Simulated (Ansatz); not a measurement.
Input and command of a plane-wave DFT calculation in Ansatz:

```yaml
crystal:
  lattice:
    - [6.8164059888, 0.0, 0.0]
    - [-3.4082029944, 5.9031807488, 0.0]
    - [0.0, 0.0, 3.29865705]
  atoms:
    - { symbol: Nb, position: [0.40185375, 0.40185375, 0.5] }
    - { symbol: Nb, position: [0.59814625, 0.0, 0.5] }
    - { symbol: Nb, position: [0.0, 0.59814625, 0.5] }
    - { symbol: Si, position: [0.66666667, 0.33333333, 0.0] }
    - { symbol: Si, position: [0.33333333, 0.66666667, 0.0] }
    - { symbol: Si, position: [0.0, 0.0, 0.5] }
    - { symbol: Re, position: [0.74144103, 0.74144103, 0.0] }
    - { symbol: Re, position: [0.25855897, 0.0, 0.0] }
    - { symbol: Re, position: [0.0, 0.25855897, 0.0] }
basis:
  ecutwfc: 420
kpoints:
  mp_grid: { grid: [3, 3, 6] }
hamiltonian:
  xc: pbesol
scf:
  occupations: { method: gaussian, width: 0.1 }
output:
  forces: true
  stress: true
  eigenvalues: true
```

```bash
ansatz run input.yaml --threads 2 --pin off --max-ram 5120MiB --backend cpu --events-out ev --progress --plain --runs-dir out
```

Processor: Arm Neoverse V2, 2 threads, on a host shared with other jobs.

How long does it run, and how much memory does it take?

About 3.4 s on 2 threads of Arm Neoverse V2, with other jobs on the host, peak memory 0.41 GiB. It solves 58 bands at 12 k points (the mesh reduced by symmetry) with about 2639 plane waves, in 6 SCF iterations.
